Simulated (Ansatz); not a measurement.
Band table of Ta (diamond type)

```xyz
2
Lattice="0.0000 2.4306 2.4306 2.4306 0.0000 2.4306 2.4306 2.4306 0.0000" Properties=species:S:1:pos:R:3 pbc="T T T"
Ta   -0.6076   -0.6076   -0.6076
Ta    0.6076    0.6076    0.6076
```

The cell comes from a relaxation on PAW files under the same functional, begun from a prototype that needn't be the stable phase.

Level of theory: DFT with LDA, scalar-relativistic, in Ansatz 0.2.0; a Γ-centred 13×13×13 k mesh, Fermi–Dirac smearing of 0.08 eV, no spin polarisation. LAPW: all electrons, basis error target 1 meV/atom.

This run: volume at 0.55 of the series' base cell.

Spin–orbit coupling is left out, which matters for the heavy atoms. The structure type is held throughout; the real material can change phase at far lower pressure.

Path points, in fractions of the reciprocal vectors: Γ (0.000, 0.000, 0.000), X (0.500, 0.000, 0.500), U (0.625, 0.250, 0.625), K (0.375, 0.375, 0.750), L (0.500, 0.500, 0.500), W (0.500, 0.250, 0.750). The distance column jumps between branches of the path. Levels in eV from the Fermi level; bands 27 to 52, counted from the lowest band of the run. The gap is zero, the pressure 161.6 GPa.

```
# k(1/Å) point b27 b28 b29 b30 b31 b32 b33 b34 b35 b36 b37 b38 b39 b40 b41 b42 b43 b44 b45 b46 b47 b48 b49 b50 b51 b52
0.000 Γ -19.22 -19.11 -19.11 -19.11 -18.97 -18.97 -18.97 -18.73 -18.73 -18.73 -18.65 -18.65 -18.65 -18.58 -7.90 -4.22 -4.22 -0.78 -0.78 -0.78 3.94 3.94 3.94 11.17 11.17 11.85
0.162 - -19.22 -19.12 -19.12 -19.11 -18.97 -18.97 -18.97 -18.74 -18.74 -18.73 -18.66 -18.65 -18.65 -18.58 -7.72 -4.46 -4.12 -0.76 -0.76 -0.50 3.44 3.87 3.87 10.85 11.35 11.74
0.323 - -19.21 -19.12 -19.12 -19.10 -18.98 -18.95 -18.95 -18.76 -18.76 -18.73 -18.68 -18.65 -18.65 -18.59 -7.21 -5.01 -3.85 -0.72 -0.72 0.18 2.23 3.74 3.74 9.96 11.57 11.63
0.485 - -19.20 -19.13 -19.13 -19.09 -18.98 -18.93 -18.93 -18.78 -18.78 -18.73 -18.71 -18.65 -18.65 -18.61 -6.39 -5.60 -3.39 -0.77 -0.77 0.78 1.03 3.75 3.75 8.70 11.50 11.73
0.646 - -19.18 -19.13 -19.13 -19.07 -18.99 -18.92 -18.92 -18.80 -18.80 -18.75 -18.73 -18.65 -18.65 -18.62 -6.09 -5.36 -2.75 -0.96 -0.96 -0.60 1.93 4.09 4.09 7.24 11.45 11.59
0.808 - -19.15 -19.12 -19.12 -19.04 -19.00 -18.94 -18.94 -18.80 -18.80 -18.79 -18.73 -18.66 -18.66 -18.64 -6.39 -4.48 -1.95 -1.45 -1.27 -1.27 2.76 4.82 4.82 5.71 11.16 11.24
0.969 - -19.12 -19.10 -19.10 -19.01 -19.01 -18.97 -18.97 -18.84 -18.78 -18.78 -18.72 -18.68 -18.68 -18.67 -6.47 -4.54 -1.59 -1.59 -0.99 -0.97 3.28 4.19 5.88 5.88 10.37 10.73
1.131 - -19.09 -19.08 -19.08 -19.03 -19.01 -19.01 -18.97 -18.89 -18.76 -18.76 -18.71 -18.69 -18.69 -18.69 -6.29 -5.22 -1.82 -1.82 0.12 0.47 2.73 3.10 7.20 7.20 9.66 10.13
1.293 X -19.06 -19.06 -19.05 -19.05 -19.03 -19.03 -18.93 -18.93 -18.75 -18.75 -18.70 -18.70 -18.70 -18.70 -5.86 -5.86 -1.90 -1.90 1.37 1.37 2.01 2.01 8.51 8.51 9.05 9.05
1.350 - -19.07 -19.07 -19.06 -19.05 -19.04 -19.03 -18.93 -18.93 -18.76 -18.75 -18.71 -18.70 -18.70 -18.69 -5.89 -5.85 -1.93 -1.85 1.37 1.38 2.01 2.01 8.42 8.55 9.02 9.07
1.407 - -19.08 -19.08 -19.06 -19.04 -19.04 -19.01 -18.93 -18.93 -18.76 -18.75 -18.72 -18.70 -18.70 -18.69 -5.95 -5.82 -2.02 -1.70 1.37 1.42 1.99 2.00 8.19 8.70 8.95 9.12
1.464 - -19.09 -19.08 -19.06 -19.04 -19.03 -19.00 -18.93 -18.93 -18.76 -18.75 -18.73 -18.70 -18.69 -18.69 -6.03 -5.76 -2.17 -1.48 1.36 1.47 1.95 1.99 7.88 8.84 8.93 9.21
1.521 - -19.10 -19.09 -19.06 -19.04 -19.02 -18.98 -18.93 -18.92 -18.77 -18.75 -18.74 -18.70 -18.69 -18.68 -6.13 -5.67 -2.36 -1.21 1.36 1.54 1.89 1.97 7.53 8.68 9.02 9.25
1.578 - -19.11 -19.10 -19.07 -19.04 -19.01 -18.96 -18.92 -18.92 -18.78 -18.76 -18.74 -18.70 -18.68 -18.68 -6.23 -5.57 -2.58 -0.90 1.36 1.62 1.80 1.96 7.14 8.43 8.83 9.49
1.635 - -19.11 -19.11 -19.07 -19.05 -19.00 -18.94 -18.92 -18.92 -18.78 -18.77 -18.74 -18.70 -18.68 -18.68 -6.31 -5.45 -2.81 -0.60 1.37 1.68 1.70 1.98 6.74 8.06 8.76 9.67
1.692 - -19.12 -19.11 -19.08 -19.05 -18.99 -18.93 -18.91 -18.91 -18.79 -18.79 -18.73 -18.70 -18.68 -18.67 -6.37 -5.31 -3.06 -0.35 1.38 1.53 1.78 2.05 6.34 7.64 8.77 9.86
1.750 U -19.12 -19.12 -19.08 -19.05 -18.99 -18.91 -18.90 -18.90 -18.81 -18.80 -18.72 -18.70 -18.69 -18.67 -6.40 -5.16 -3.31 -0.19 1.34 1.40 1.85 2.20 5.94 7.19 8.86 10.07
2.541 K -19.12 -19.12 -19.08 -19.05 -18.99 -18.91 -18.90 -18.90 -18.81 -18.80 -18.72 -18.70 -18.69 -18.67 -6.40 -5.16 -3.31 -0.19 1.34 1.40 1.85 2.20 5.94 7.19 8.86 10.07
2.712 - -19.14 -19.11 -19.10 -19.06 -18.97 -18.89 -18.88 -18.87 -18.85 -18.82 -18.70 -18.70 -18.70 -18.65 -6.28 -4.66 -4.02 -0.43 0.63 1.52 2.05 3.24 4.80 5.86 9.62 10.72
2.884 - -19.15 -19.11 -19.09 -19.07 -18.99 -18.90 -18.88 -18.86 -18.83 -18.80 -18.71 -18.70 -18.68 -18.64 -5.87 -4.59 -4.20 -1.27 -0.06 1.75 2.14 3.54 4.69 4.94 11.02 11.27
3.055 - -19.17 -19.12 -19.09 -19.05 -19.04 -18.90 -18.89 -18.84 -18.83 -18.75 -18.73 -18.69 -18.67 -18.63 -5.41 -4.96 -3.95 -2.06 -0.46 2.04 2.09 2.65 3.81 6.45 11.61 12.92
3.226 - -19.18 -19.13 -19.09 -19.08 -19.01 -18.91 -18.90 -18.82 -18.80 -18.74 -18.71 -18.68 -18.65 -18.62 -5.55 -5.10 -3.97 -2.02 -0.55 1.67 1.97 2.53 3.34 7.91 11.72 14.19
3.398 - -19.20 -19.13 -19.11 -19.10 -18.99 -18.93 -18.92 -18.79 -18.78 -18.74 -18.68 -18.67 -18.65 -18.60 -6.33 -5.02 -4.09 -1.26 -0.57 1.04 1.75 3.01 3.33 9.22 11.63 12.94
3.569 - -19.21 -19.12 -19.11 -19.11 -18.98 -18.95 -18.95 -18.76 -18.75 -18.74 -18.66 -18.66 -18.65 -18.59 -7.15 -4.74 -4.18 -0.80 -0.65 0.25 2.38 3.47 3.59 10.27 11.44 12.04
3.741 - -19.22 -19.12 -19.11 -19.11 -18.97 -18.97 -18.97 -18.74 -18.74 -18.73 -18.65 -18.65 -18.65 -18.58 -7.70 -4.39 -4.21 -0.76 -0.74 -0.47 3.43 3.81 3.85 10.95 11.25 11.78
3.912 Γ -19.22 -19.11 -19.11 -19.11 -18.97 -18.97 -18.97 -18.73 -18.73 -18.73 -18.65 -18.65 -18.65 -18.58 -7.90 -4.22 -4.22 -0.78 -0.78 -0.78 3.94 3.94 3.94 11.17 11.17 11.85
4.052 - -19.22 -19.11 -19.11 -19.11 -18.97 -18.97 -18.97 -18.73 -18.73 -18.73 -18.65 -18.65 -18.65 -18.58 -7.77 -4.28 -4.28 -0.82 -0.63 -0.63 3.59 3.87 3.87 11.13 11.13 11.79
4.192 - -19.22 -19.12 -19.12 -19.11 -18.98 -18.95 -18.95 -18.75 -18.75 -18.74 -18.66 -18.66 -18.65 -18.59 -7.39 -4.40 -4.40 -0.92 -0.29 -0.29 2.69 3.70 3.70 10.99 10.99 11.86
4.332 - -19.20 -19.12 -19.12 -19.11 -18.98 -18.94 -18.94 -18.77 -18.77 -18.75 -18.66 -18.66 -18.65 -18.60 -6.82 -4.50 -4.50 -1.02 0.00 0.00 1.55 3.62 3.62 10.78 10.78 12.16
4.472 - -19.19 -19.11 -19.11 -19.11 -18.99 -18.93 -18.93 -18.79 -18.79 -18.76 -18.67 -18.67 -18.65 -18.61 -6.13 -4.50 -4.50 -1.14 -0.05 -0.05 0.55 3.88 3.88 10.48 10.48 12.49
4.612 - -19.17 -19.11 -19.10 -19.10 -19.00 -18.93 -18.93 -18.79 -18.79 -18.77 -18.69 -18.69 -18.65 -18.62 -5.46 -4.38 -4.38 -1.58 -0.49 -0.49 0.28 4.52 4.52 10.10 10.10 12.18
4.751 - -19.15 -19.10 -19.08 -19.08 -19.01 -18.95 -18.95 -18.79 -18.78 -18.78 -18.70 -18.70 -18.66 -18.62 -4.91 -4.13 -4.13 -2.33 -1.11 -1.11 0.85 5.36 5.36 9.63 9.63 10.34
4.891 - -19.13 -19.10 -19.06 -19.06 -19.03 -18.98 -18.98 -18.80 -18.77 -18.77 -18.72 -18.72 -18.66 -18.63 -4.48 -3.81 -3.81 -3.00 -1.70 -1.70 1.74 6.14 6.14 8.54 9.12 9.12
5.031 L -19.12 -19.10 -19.05 -19.05 -19.03 -19.00 -19.00 -18.80 -18.76 -18.76 -18.73 -18.73 -18.66 -18.63 -4.26 -3.64 -3.64 -3.31 -1.98 -1.98 2.24 6.51 6.51 7.74 8.85 8.85
5.146 - -19.12 -19.10 -19.06 -19.04 -19.03 -19.00 -18.99 -18.80 -18.76 -18.76 -18.73 -18.73 -18.66 -18.63 -4.46 -3.91 -3.65 -3.06 -1.85 -1.64 2.29 6.30 6.35 7.76 8.64 8.93
5.260 - -19.13 -19.11 -19.07 -19.04 -19.02 -18.99 -18.97 -18.81 -18.77 -18.76 -18.74 -18.72 -18.66 -18.63 -4.91 -4.31 -3.59 -2.65 -1.53 -0.92 2.45 5.65 5.94 7.78 8.30 9.11
5.374 - -19.14 -19.11 -19.08 -19.03 -19.02 -18.97 -18.94 -18.81 -18.80 -18.76 -18.74 -18.71 -18.67 -18.64 -5.37 -4.71 -3.43 -2.13 -1.13 -0.12 2.78 4.72 5.40 7.60 8.25 9.29
5.488 - -19.14 -19.10 -19.10 -19.03 -19.02 -18.96 -18.91 -18.83 -18.82 -18.77 -18.75 -18.70 -18.68 -18.64 -5.75 -5.09 -3.19 -1.49 -0.75 0.56 3.32 3.70 4.86 7.31 8.42 9.41
5.603 - -19.14 -19.11 -19.10 -19.02 -19.02 -18.94 -18.88 -18.86 -18.83 -18.77 -18.75 -18.69 -18.69 -18.65 -6.01 -5.43 -2.87 -0.75 -0.50 1.04 2.79 3.65 4.78 7.12 8.62 9.45
5.717 - -19.14 -19.12 -19.08 -19.03 -19.01 -18.93 -18.89 -18.85 -18.83 -18.76 -18.76 -18.71 -18.69 -18.65 -6.15 -5.72 -2.47 -0.55 0.08 1.36 2.16 3.18 5.71 7.13 8.76 9.36
5.831 - -19.14 -19.13 -19.07 -19.03 -18.99 -18.95 -18.89 -18.86 -18.81 -18.77 -18.76 -18.73 -18.68 -18.66 -6.18 -5.95 -1.98 -0.90 0.91 1.58 1.86 2.49 6.90 7.40 8.69 8.86
5.945 W -19.13 -19.13 -19.05 -19.05 -18.98 -18.98 -18.87 -18.87 -18.78 -18.78 -18.75 -18.75 -18.67 -18.67 -6.11 -6.11 -1.43 -1.43 1.71 1.71 1.74 1.74 7.85 7.85 8.23 8.23
6.026 - -19.13 -19.13 -19.05 -19.05 -18.98 -18.98 -18.88 -18.88 -18.78 -18.78 -18.75 -18.75 -18.67 -18.67 -6.10 -6.10 -1.45 -1.45 1.68 1.68 1.76 1.76 7.83 7.83 8.32 8.32
6.107 - -19.13 -19.13 -19.05 -19.05 -18.98 -18.98 -18.89 -18.89 -18.78 -18.78 -18.75 -18.75 -18.67 -18.67 -6.07 -6.07 -1.50 -1.50 1.64 1.64 1.80 1.80 7.82 7.82 8.51 8.51
6.188 - -19.12 -19.12 -19.05 -19.05 -18.98 -18.98 -18.90 -18.90 -18.77 -18.77 -18.74 -18.74 -18.67 -18.67 -6.04 -6.04 -1.58 -1.58 1.58 1.58 1.84 1.84 7.87 7.87 8.73 8.73
6.268 - -19.11 -19.11 -19.05 -19.05 -18.99 -18.99 -18.91 -18.91 -18.77 -18.77 -18.73 -18.73 -18.68 -18.68 -5.99 -5.99 -1.66 -1.66 1.52 1.52 1.89 1.89 7.99 7.99 8.92 8.92
6.349 - -19.10 -19.10 -19.05 -19.05 -19.00 -19.00 -18.92 -18.92 -18.76 -18.76 -18.72 -18.72 -18.68 -18.68 -5.94 -5.94 -1.75 -1.75 1.47 1.47 1.94 1.94 8.16 8.16 9.02 9.02
6.430 - -19.09 -19.09 -19.05 -19.05 -19.01 -19.01 -18.93 -18.93 -18.76 -18.76 -18.71 -18.71 -18.69 -18.69 -5.90 -5.90 -1.83 -1.83 1.41 1.41 1.98 1.98 8.33 8.33 9.04 9.04
6.511 - -19.07 -19.07 -19.05 -19.05 -19.03 -19.03 -18.93 -18.93 -18.76 -18.76 -18.71 -18.71 -18.69 -18.69 -5.87 -5.87 -1.88 -1.88 1.38 1.38 2.00 2.00 8.46 8.46 9.04 9.04
6.592 X -19.06 -19.06 -19.05 -19.05 -19.03 -19.03 -18.93 -18.93 -18.75 -18.75 -18.70 -18.70 -18.70 -18.70 -5.86 -5.86 -1.90 -1.90 1.37 1.37 2.01 2.01 8.51 8.51 9.05 9.05
```
